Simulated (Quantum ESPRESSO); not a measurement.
pw.x input (Quantum ESPRESSO 7.5; PBEsol, PseudoDojo standard norm-conserving files, scalar-relativistic):

```
&CONTROL
  calculation = 'scf'
  pseudo_dir = './pseudo'
  outdir = './out'
  tprnfor = .true.
  tstress = .true.
/
&SYSTEM
  ibrav = 0
  nat = 6
  ntyp = 3
  ecutwfc = 72.0
  ecutrho = 288.0
  occupations = 'smearing'
  smearing = 'fd'
  degauss = 0.002
  nbnd = 22
/
&ELECTRONS
  conv_thr = 6e-10
/
ATOMIC_SPECIES
H 1.0080 H.upf
Ca 40.0780 Ca.upf
I 126.9045 I.upf
CELL_PARAMETERS angstrom
  3.979727268000   0.000000000000   0.000000000000
  0.000000000000   3.979727268000   0.000000000000
  0.000000000000   0.000000000000   8.590844739000
ATOMIC_POSITIONS crystal
H   0.500000000000   0.500000000000   0.000000000000
H   0.000000000000   0.000000000000   0.000000000000
Ca   0.000000000000   0.500000000000   0.138266834200
Ca   0.500000000000   0.000000000000   0.861733165800
I   0.000000000000   0.500000000000   0.679741335300
I   0.500000000000   0.000000000000   0.320258664700
K_POINTS automatic
8 8 4 0 0 0
```

End of the output:

```

[...]
     the Fermi energy is     6.3760 ev
!    total energy              =    -209.18707994 Ry
     estimated scf accuracy    <          4.0E-10 Ry
     smearing contrib. (-TS)   =       0.00000000 Ry
     internal energy E=F+TS    =    -209.18707994 Ry
     The total energy is F=E-TS. E is the sum of the following terms:
     one-electron contribution =     -81.29590059 Ry
     hartree contribution      =      50.70178681 Ry
     xc contribution           =     -46.45031449 Ry
     ewald contribution        =    -132.14265167 Ry
     convergence has been achieved in  10 iterations
     Forces acting on atoms (cartesian axes, Ry/au):
     atom    1 type  1   force =     0.00000000    0.00000000    0.00000000
     atom    2 type  1   force =     0.00000000    0.00000000    0.00000000
     atom    3 type  2   force =     0.00000000    0.00000000    0.00168845
     atom    4 type  2   force =     0.00000000    0.00000000   -0.00168845
     atom    5 type  3   force =     0.00000000    0.00000000    0.00381415
     atom    6 type  3   force =     0.00000000    0.00000000   -0.00381415
     Total force =     0.005899     Total SCF correction =     0.000113
     Computing stress (Cartesian axis) and pressure
          total   stress  (Ry/bohr**3)                   (kbar)     P=       -1.74
  -0.00001549   0.00000000   0.00000000           -2.28        0.00        0.00
   0.00000000  -0.00001549   0.00000000            0.00       -2.28        0.00
   0.00000000   0.00000000  -0.00000444            0.00        0.00       -0.65
```
In a gapped system the printed Fermi energy is only some level inside the gap.

Spin-orbit coupling is not included.

Geometry relaxed with PBE+D3(BJ).
